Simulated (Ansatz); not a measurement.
## A film clamped to a substrate in Ta

All numbers below come from Ansatz 0.2.0, DFT r2SCAN, scalar-relativistic, plane waves, PAW. Cutoff 500 eV, Γ-centred 20×20×20 k-points, Gaussian smearing of 0.15 eV. Spin–orbit coupling is left out, which can shift energies with elements as heavy as these. No spin polarisation. Energies are free energies at this smearing, counted from the undisturbed cell; pressure is positive in compression.

Zero of the scan (as given, not relaxed at this level; it stands at 0.5 GPa):

```
Ta
1.0
    -1.65128    1.65128    1.65128
     1.65128   -1.65128    1.65128
     1.65128    1.65128   -1.65128
Ta
1
Direct
  0.00000 0.00000 0.00000
```

The cell (1 atom, V0 = 18.01 Å³) is strained by p along both x and y and by q along z, fractional coordinates fixed. τp = (1/V0) ∂E/∂p = (σxx + σyy)(1 + p)(1 + q) and τq = (1/V0) ∂E/∂q = σzz(1 + p)², with tension positive.

| p | q | ΔE (meV/atom) | τp (GPa) | τq (GPa) |
| --- | --- | --- | --- | --- |
| 0.000 | 0.000 | 0.00 | -0.90 | -0.45 |
| -0.015 | 0.000 | 13.44 | -15.30 | -5.50 |
| 0.015 | 0.000 | 9.42 | 11.79 | 4.39 |
| 0.000 | -0.015 | 4.54 | -5.97 | -5.00 |
| 0.000 | 0.015 | 2.76 | 3.89 | 3.64 |

Get the second derivatives of the energy density.

Central differences give A = ∂τp/∂p = 903 GPa (C11 + C22 + 2 C12), C = ∂τq/∂q = 288 GPa (C33) and the cross term B = ∂τq/∂p = 330 GPa (C13 + C23); ∂τp/∂q = 329 GPa must equal B, and any difference shows higher-order terms. The ions are clamped. In a cubic crystal C11 = C = 288, C12 = B/2 = 165 GPa and A should be 2(C11 + C12) = 906 GPa; the bulk modulus is (C11 + 2 C12)/3 = 206 GPa.

A film of this crystal grows with z along the normal on a substrate that imposes p. How does its thickness respond, and what does the misfit cost?

Count p and q from the stress-free cell. A free surface needs τq = 0, so q = −(B/C) p = -1.14 p. The energy density left is (A − B²/C) p²/2 = M p², with the biaxial modulus M = 263 GPa; a misfit of 1 % costs 2.96 meV/atom, against 5.08 meV/atom if the thickness were held.

In a metal these slopes depend on the k mesh and the smearing.